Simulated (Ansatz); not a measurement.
fluorite-structured YbSe₂

Computed with Ansatz (plane waves, PAW, 420 eV cutoff): PBE, scalar-relativistic, collinear spin, Γ-centred 10×10×10 mesh, 0.05 eV Gaussian smearing. The datasets are Ansatz's generated set soft_2.

```yaml
crystal:
  lattice:
    - [0.00000, 3.40860, 3.40860]
    - [3.40860, 0.00000, 3.40860]
    - [3.40860, 3.40860, 0.00000]
  atoms:
    - { symbol: Yb, position: [0.00000, 0.00000, 0.00000] }
    - { symbol: Se, position: [0.25000, 0.25000, 0.25000] }
    - { symbol: Se, position: [0.75000, 0.75000, 0.75000] }
```

This is a trial structure made by placing the elements on a prototype's sites, so it needn't be the stable form.

Magnetic state: non-magnetic, site spin moments none.

The geometry was relaxed with PBE and stays fixed; the gap of the first row includes a band path, the others are on their meshes. A negative pressure means that the level wants a smaller cell.

| level | k-mesh | gap (eV) | P (GPa) | largest spin moment (μB) | f electrons (Löwdin) | rough cost (core-min) |
| --- | --- | --- | --- | --- | --- | --- |
| PBE | 10×10×10 | metal | 0.0 | 0.00 | 13.59 | – |

(1) One more run on this cell gave a gap of zero (metallic), a pressure of -4.9 GPa, a largest spin moment of 0.00 μB. Which level was it?
A. r²SCAN (10×10×10, 500 eV)
B. PBEsol (10×10×10)
C. LDA (10×10×10)

(2) One more run on this cell gave a gap of zero (metallic), a pressure of -1.0 GPa, a largest spin moment of 0.46 μB. Which level was it?
A. PBEsol (10×10×10)
B. r²SCAN (10×10×10, 500 eV)
C. LDA (10×10×10)

Answers:

(1) C.

(2) B.

The levels offered and not asked for:
| level | k-mesh | gap (eV) | P (GPa) | largest spin moment (μB) | f electrons (Löwdin) | rough cost (core-min) |
| --- | --- | --- | --- | --- | --- | --- |
| PBEsol | 10×10×10 | metal | -3.0 | 0.00 | 13.59 | – |

**Why the levels differ.**

To first order a pressure P at this geometry moves the equilibrium volume by ΔV/V ≈ P/B0, with B0 = 50 GPa from PBE's equation of state: r²SCAN −1.05/50.4 = −2.1 %, about 25.9 Å³/atom; PBEsol −3.00/50.4 = −5.9 %, about 24.8 Å³/atom; LDA −4.93/50.4 = −9.8 %, about 23.8 Å³/atom (from 26.40). These are estimates, not relaxations, and those over 6 % overshoot where the cell shrinks, since it stiffens.

The pressures rise from LDA over PBEsol to PBE. The gradient terms favour an uneven density and so weaken the binding; PBEsol's are smaller than PBE's, and LDA has none.

No row holds spin–orbit coupling, which matters for elements this heavy.

Without a U the 4f levels of Yb lie too near the Fermi level, so their share of the states there, and what hangs on it, is overstated. A displaced or strained copy of the relaxed cell lay 2.3 meV/atom lower, so the structure isn't a true minimum at this level, unless the mesh, which matters in a metal, makes it so.

r²SCAN ended with other occupations of the open shell than the first row, so part of its shift is a change of state

Levels after the first row that show no cost went on from its state.

Pressures are a third of the stress tensor's trace; costs are rough, on shared cores (Arm Neoverse V1).
